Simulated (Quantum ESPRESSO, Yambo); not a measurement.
**Quasiparticle gap of LaOF**

```cif
data_F6La6O6
_chemical_formula_sum 'O6 F6 La6'
_space_group_name_H-M_alt 'R-3m :H'
_space_group_IT_number 166
_space_group_name_Hall '-R 3 2"'
_cell_length_a 4.04226
_cell_length_b 4.04226
_cell_length_c 20.17769
_cell_angle_alpha 90.000
_cell_angle_beta 90.000
_cell_angle_gamma 120.000
loop_
_atom_site_label
_atom_site_type_symbol
_atom_site_symmetry_multiplicity
_atom_site_Wyckoff_symbol
_atom_site_fract_x
_atom_site_fract_y
_atom_site_fract_z
_atom_site_occupancy
O1 O 6 c 0.00000 0.00000 0.37729 1
F1 F 6 c 0.00000 0.00000 0.12934 1
La1 La 6 c 0.00000 0.00000 0.25810 1
```
(The calculation used a cell of 6 atoms; values per cell refer to that cell.)

The geometry is that of Materials Project entry mp-8111, symmetrised and not relaxed again.

Starting point: norm-conserving PBEsol (Quantum ESPRESSO, 110 Ry, without SOC). G0W0 in Yambo: 4×4×4 Γ-centred k mesh, 109 bands and a 6 Ry block in the screening, 109 bands in G with the Bruneval-Gonze terminator, plasmon pole fitted at 27.2 eV.

| Property | Value |
|---|---|
| PBEsol gap along the band path | 4.20 eV |
| PBEsol gap between the mesh's edge points ((0, 0.25, -0.25) → (0, 0.25, -0.25)) | 4.54 eV |
| G0W0 gap between the same points | 7.28 eV |
| estimate of the fundamental G0W0 gap (path gap plus the correction; the mesh misses a band edge) | 6.94 eV |

```tsv
k point	band	E PBEsol (eV)	E QP (eV)	shift (eV)	Z
Γ	VB	-0.28	-0.96	-0.68	0.79
Γ	CB	4.71	7.27	2.56	0.83
L	VB	-0.25	-0.88	-0.63	0.79
L	CB	4.64	7.13	2.48	0.82
(0, 0.25, -0.25)	VB	0.00	-0.62	-0.62	0.79
(0, 0.25, -0.25)	CB	4.54	6.66	2.12	0.83
F	VB	-0.26	-0.89	-0.63	0.79
F	CB	4.69	7.01	2.32	0.82
Z	VB	-0.50	-1.23	-0.73	0.79
Z	CB	4.95	7.92	2.97	0.81
```

Energies count from the PBEsol valence-band maximum.

Convergence of the G0W0 settings was not tested.

The 4f states are in the valence at their DFT position.
